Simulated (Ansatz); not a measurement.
# Notes on GaN

```
Ga N
1.0
     1.58255    2.74106    0.00000
    -1.58255    2.74106    0.00000
     0.00000    0.00000    5.14851
Ga N
2 2
Direct
  0.66667 0.66667 0.00000
  0.33333 0.33333 0.50000
  0.66667 0.66667 0.37500
  0.33333 0.33333 0.87500
```

Method: PBE, no spin polarisation; PAW, plane waves to 420 eV, 9×9×5 Γ-centred mesh, fermi-dirac occupations (width 0.1 eV) (Ansatz 0.2.0), atoms fixed.

(1) What is the formation energy?

(2) Where is the largest force?

(3) Is there a gap, and of what kind?

(4) How is the charge shared?

Origin: a database entry at a rescaled volume.

Answers

(1) -0.42 eV an atom against the elements' usual phases (free molecules for gases, crystals otherwise, with no correction for O₂ or N₂), so it is bound against them; other compounds may still compete. Relaxing would lower it.

(2) The largest is on Ga2 (and as large on other atoms): 0.12 eV/Å, components (0.00, 0.00, -0.12). It makes 180° with the line to a nearest neighbour, N4 at 1.93 Å, pointing away from it.

(3) The gap is 2.05 eV, direct at the points sampled.

(4) Bader charges in e: Ga +1.58, N -1.58. In the mean Ga gives up most and N takes most.
